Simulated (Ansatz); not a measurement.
CeRh$_{3}$Au$_{2}$: settings compared (Ansatz)

input.yaml:

```yaml
crystal:
  lattice:
    - [5.597248, 0.0, 0.0]
    - [-2.798624, 4.847362, 0.0]
    - [0.0, 0.0, 4.325057]
  atoms:
    - { symbol: Rh, position: [0.5, 0.0, 0.5] }
    - { symbol: Rh, position: [0.5, 0.5, 0.5] }
    - { symbol: Rh, position: [0.0, 0.5, 0.5] }
    - { symbol: Ce, position: [0.0, 0.0, 0.0] }
    - { symbol: Au, position: [0.3333, 0.6667, 0.0] }
    - { symbol: Au, position: [0.6666, 0.3333, 0.0] }
  symmetry: { tolerance: 0.0003 }
kpoints:
  mp_grid: { grid: [4, 4, 4], shift: [0, 0, 0] }
magnetization:
  spin_polarized: false
scf:
  occupations: { method: fermi_dirac, width: 0.0749 }
hamiltonian:
  pseudopotentials: { kind: paw }
  xc: r2scan
basis:
  ecutwfc: 500
output:
  forces: true
  stress: true
  eigenvalues: true
```

Launch command:

```bash
ansatz run input.yaml --threads 1 --pin off --max-ram 2560MiB --backend cpu --events-out ev --progress --plain --runs-dir out
```

Origin of the cell: a known structure type with other elements, at an estimated volume, so it need not be a known compound.

Output of this run (shortened):

```
SCF iter   1: F=—  HF=-52172.012245 eV  Δρ=1.67e-1  dr2=4.76e1  dr2_τ=1.59e0
SCF iter   2: F=—  HF=-52164.242007 eV  Δρ=5.36e-2  dr2=1.83e0  dr2_τ=1.48e0
SCF iter   3: F=—  HF=-52164.248800 eV  Δρ=2.48e-2  dr2=5.14e-1  dr2_τ=8.03e-2
SCF iter   4: F=—  HF=-52164.930710 eV  Δρ=8.35e-3  dr2=1.13e-1  dr2_τ=1.39e-2
SCF iter   5: F=—  HF=-52164.766707 eV  Δρ=4.49e-3  dr2=3.48e-2  dr2_τ=1.16e-3
[… 7 lines left out …]
SCF iter  13: F=—  HF=-52164.292224 eV  Δρ=2.24e-5  dr2=9.47e-7  dr2_τ=3.31e-8
SCF iter  14: F=—  HF=-52164.292223 eV  Δρ=6.96e-6  dr2=1.17e-7  dr2_τ=6.21e-9
SCF iter  15: F=—  HF=-52164.292223 eV  Δρ=2.81e-6  dr2=2.70e-8  dr2_τ=7.40e-10
SCF iter  16: F=—  HF=-52164.292223 eV  Δρ=1.33e-6  dr2=2.01e-9  dr2_τ=2.08e-10
SCF iter  17: F=-52164.292223 eV  HF=-52164.292223 eV  Δρ=2.86e-6  dr2=1.34e-8  dr2_τ=1.18e-10
SCF 1 converged in 17 iterations: F = -52164.292223 eV  dr2 = 1.34e-8
SCF converged after 17 iterations
Free energy (F): -52164.292223 eV
Harris-Foulkes:  -52164.292223 eV  (|F-HF|=1.27e-8)
Internal energy: -52164.123503 eV  (E = F + TS)
E sigma→0 (E₀):  -52164.207863 eV
Entropy (-TS):   -0.168720 eV (-28.120 meV/atom)
Fermi energy:    16.928323 eV
--- Per-component energies (eV) ---
  E_band       = -1117.930544
  E_kinetic    = 3293.258183
  E_local      = -11577.292564  (includes V_loc(G=0)·N_el)
  E_nonlocal   = 1171.579544
  E_hartree    = 4615.854349
  E_xc         = -1303.375010
  E_vxc        = -1830.929789  (∫ρ·V_xc dr)
  E_paw        = -35769.580008  (= ΣΔE_a)
  E_vpaw       = -1527.503833  (= ΣTr[D̂ρ^β])
  E_aug_tail   = 0.003247  (compensation charges beyond the density's cutoff)
  E_vtau       = 121.251467  (kinetic-family band-sum trace: ∫τ·v_τ [+ j·A + Jᵃ·Aᵃ] dr)
  E_ewald      = -12593.191096
  E_core_change = -1.380149  (= ΣΔE_core)
  E_smearing   = -0.168720  (= −TS)
  Σ components = -52164.292223   (vs F -52164.292223, Δ=0.00e0)
--- Forces (eV/Å), atoms counted from 1 ---
  atom   1  Rh    -0.000000     0.000000     0.000000
  atom   2  Rh     0.000000     0.000000     0.000000
  atom   3  Rh     0.000000    -0.000000     0.000000
  atom   4  Ce    -0.000000     0.000000     0.000000
  atom   5  Au    -0.000000     0.000000     0.000000
  atom   6  Au     0.000000    -0.000000     0.000000
  max |Σ_I F_I| component: 2.31e-18 eV/Å
--- Stress (GPa, compression-positive) ---
      -11.603631      -0.000000       0.000000
       -0.000000     -11.603631       0.000000
        0.000000       0.000000      -4.392428
  P = ⅓ Tr σ = -9.1999 GPa (-91.999 kbar)
```

The same input was run again with these changes:

1. `kpoints.mp_grid.grid` [4, 4, 4] → [6, 6, 6]; `scf.initial_density.chi_scale` default → 0.3
2. `kpoints.mp_grid.shift` [0, 0, 0] → [0.5, 0.5, 0.5]; `basis.xc_grid` default → 3; `scf.mixing.algorithm` default → broyden; `scf.mixing.beta` default → 0.1
3. `basis.ecutwfc` 500 → "51.4 Ry"; `scf.algorithm` default → direct_min; `scf.lower_state_search` default → "off"
4. `basis.xc_grid` default → 2; `basis.ecutwfc` 500 → "350 eV"

```csv
run,end,SCF iterations,P (GPa),max force component (eV/Å),gap on mesh (eV),moment (μB),ΔE(σ→0) (meV/atom)
base,converged,17,-9.20,0.000,none,–,0
1,converged,18,-9.14,0.000,none,–,-4.49
2,converged,34,-9.20,0.019,none,–,-9.60
3,converged,10,-9.20,0.000,none,–,-1.20
4,converged,17,-9.21,0.000,none,–,12.45
```

Energies are compared only where functional, datasets, charge and starting cell are the same.

Not properties of the system: run 4 (too coarse or loose: `basis.ecutwfc` = "350 eV").

Caveats of the base run: f shells without a U or exact exchange are poorly placed; no spin polarisation, so a magnetic state may lie lower; no spin-orbit coupling, though heavy elements are present; the k mesh is coarse if the cell is a metal.

Run 2: the k mesh keeps only part of the crystal's symmetry.
Run 4: the cutoff lies below the datasets' advice.

The base run took 18 s on 1 thread of Intel(R) Xeon(R) 6975P-C (Granite Rapids) (shared host), peak memory 0.71 GiB, from the program's own first density.
